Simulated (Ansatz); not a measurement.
Input and command of a plane-wave DFT calculation in Ansatz:

```yaml
crystal:
  lattice:
    - [4.72500306, 0.0, 0.0]
    - [0.0, 4.72500306, 0.0]
    - [0.0, 0.0, 4.72500306]
  atoms:
    - { symbol: Mn, position: [0.63711182, 0.13711182, 0.36288818], spin: 3.07 }
    - { symbol: Mn, position: [0.13711182, 0.36288818, 0.63711182], spin: 3.07 }
    - { symbol: Mn, position: [0.36288818, 0.63711182, 0.13711182], spin: 3.07 }
    - { symbol: Mn, position: [0.86288818, 0.86288818, 0.86288818], spin: 3.07 }
    - { symbol: Ge, position: [0.34236337, 0.84236337, 0.65763663], spin: -0.19 }
    - { symbol: Ge, position: [0.84236337, 0.65763663, 0.34236337], spin: -0.19 }
    - { symbol: Ge, position: [0.65763663, 0.34236337, 0.84236337], spin: -0.19 }
    - { symbol: Ge, position: [0.15763663, 0.15763663, 0.15763663], spin: -0.19 }
basis:
  ecutwfc: 500
kpoints:
  mp_grid: { grid: [8, 8, 8] }
hamiltonian:
  xc: r2scan
scf:
  occupations: { method: gaussian, width: 0.1 }
output:
  forces: true
  stress: true
  eigenvalues: true
  populations: true
magnetization:
  spin_polarized: true
```

```bash
ansatz run input.yaml --threads 2 --pin off --max-ram 5120MiB --backend cpu --events-out ev --progress --plain --runs-dir out
```

Processor: Oxide Virtual Turin-like Processor (Zen 5), 2 threads, on a host shared with other jobs.

Task: How long does it run, and how much memory does it take?

Result: About 110 s on 2 threads of Oxide Virtual Turin-like Processor (Zen 5), on a shared host, peak memory 1.1 GiB. It solves 78 bands at 45 k points (the mesh reduced by symmetry) with about 2721 plane waves, in 17 SCF iterations.
